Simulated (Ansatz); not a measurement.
CdS (wurtzite)

```
CELL_PARAMETERS angstrom
      4.19618     0.00000     0.00000
     -2.09809     3.63400     0.00000
      0.00000     0.00000     6.82953
ATOMIC_POSITIONS crystal
  Cd 0.33333 0.66667 0.99917
  Cd 0.66667 0.33333 0.49917
  S  0.33333 0.66667 0.37563
  S  0.66667 0.33333 0.87563
```

The slice is a (-1 1 0 2) plane (indices of the conventional cell) through the point (0.333, 0.667, 0.376) (fractional), spanned by u = [110] and v = [1 -1 1] in vectors of this cell: u (4.20 Å) and v (9.97 Å, at 90° to u). It covers one period; positions are fractions (u, v).

Calculation: PBE (plane waves to 420 eV, PAW, scalar-relativistic; Ansatz, a program for electronic structure). k mesh 9×9×5. These are valence fields of a PAW run, semicore shells included where kept as valence: close to a nucleus they are smooth pseudo fields. CdS was relaxed with its symmetry unable to fall.

Problem. Predict the map of the valence electron density on the slice.

Solution. 
```
|#%##*+++*##%|
|%##*+++++*##|
|#**+=====+**|
|+++==---==++|
|===-------==|
|------------|
|----=====---|
|:--==+++==--|
|:--=++*++=--|
|--=+**#**+=-|
|--=+#%%%#+=-|
|==+*#@@@#*+=|
|+++*#@@@#*++|
|*****%%%****|
|##*********#|
|##**+++++**#|
|##**+===+**#|
|##*+=---=+*#|
|#**+=---=+**|
|***+=---=+**|
|#**+=-:-=+**|
|#*+=--:--=+*|
|**+=--:--=+*|
|**+==---==+*|
|##*+=---=+*#|
|%##*+===+*##|
|#%#*++=++*#%|
| #%#*+++*#%#|
```
Scale: ten equal steps from -3.00 (start of ' ') to 0.70 (end of '@'), in the order ' .:-=+*#%@'. Values: log₁₀ of the valence density in e/Å³. The map has 12 points along u (one character each, u = 0 at the left) and 28 along v (v = 0 in the bottom row). The scale is logarithmic, as a density can span decades between atoms and voids; values under 0.001 e/Å³ are set to 0.001.
